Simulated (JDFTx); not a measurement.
Input for a modified build of JDFTx (methanesulfonic acid, CH4O3S (SMILES CS(=O)(=O)O), charge 0, multiplicity 1; bohr and hartree).

```
lattice \
  21.7318504332 0.0000000000 0.0000000000 \
  0.0000000000 19.3696927774 0.0000000000 \
  0.0000000000 0.0000000000 18.8972612463
coords-type Cartesian
ion C -2.3243745381 -0.9624118757 -0.3439655111 0
ion S 0.7715567205 0.4069251349 -0.2716956078 0
ion O 1.6572423056 0.6315493313 2.2736167090 0
ion O 0.8473242157 2.5609922007 -1.8805495847 0
ion O 2.3698157857 -1.8581818053 -1.5545552082 0
ion H -2.3370255254 -2.5609922007 0.9257391477 0
ion H -3.6547776162 0.4662594461 0.2582089995 0
ion H -2.6816081675 -1.5252242072 -2.2736167090 0
ion H 3.6547776162 -2.3935954295 -0.3979780792 0
ion-species pseudo/c_pbe_v1.2.upf
ion-species pseudo/s_pbe_v1.4.upf
ion-species pseudo/o_pbe_v1.2.upf
ion-species pseudo/h_pbe_v1.4.upf
elec-cutoff 20 100
elec-ex-corr gga-x-rpbe gga-c-pbe
symmetries none
coulomb-interaction Isolated
coulomb-truncation-embed 0 0 0
elec-n-bands 16
electronic-minimize nIterations 150 energyDiffThreshold 1e-7
dump-name s0.$VAR
dump End State Ecomponents EigStats BandEigs Forces ElecDensity IonicPositions
```

The main set-up lines of the log and the final energy components:

```
unit cell volume = 7954.6
Chosen fftbox size, S = [  100  90  90  ]
unit cell volume = 7954.6
Chosen fftbox size, S = [  90  80  80  ]
  'C' pseudopotential, 'SLA  PW   PBE  PBE' functional
  4 valence electrons, 2 orbitals, 4 projectors, 721 radial grid points, with lMax = 1
  'S' pseudopotential, 'SLA  PW   PBX  PBC' functional
  6 valence electrons, 2 orbitals, 6 projectors, 907 radial grid points, with lMax = 2
  'O' pseudopotential, 'SLA  PW   PBE  PBE' functional
  6 valence electrons, 2 orbitals, 5 projectors, 737 radial grid points, with lMax = 2
  'H' pseudopotential, 'SLA  PW   PBX  PBC' functional
  1 valence electrons, 1 orbitals, 2 projectors, 615 radial grid points, with lMax = 0
Initialized 4 species with 9 total atoms.
Folded 1 k-points by 1x1x1 to 1 k-points.
nElectrons:  32.000000   nBands: 16   nStates: 1
average nbasis = 33967.000 , ideal nbasis = 33982.654
unit cell volume = 63636.8
Chosen fftbox size, S = [  200  180  180  ]
[...]
# Energy components:
   Eewald =      111.7018448588994630
       EH =      166.0940348425343700
     Eloc =     -368.8625372770541730
      Enl =        9.1760570876826755
      Exc =      -18.6669197194585834
 Exc_core =        2.0337220515223868
       KE =       31.8922213973421620
-------------------------------------
     Etot =      -66.6315767585317076


	eMin: -1.071568 at state 0 ( [ +0.000000 +0.000000 +0.000000 ] spin 0 )
	HOMO: -0.272577 at state 0 ( [ +0.000000 +0.000000 +0.000000 ] spin 0 )
```

The run took 16 electronic cycles; the highest occupied level lies at -7.42 eV from the vacuum level.
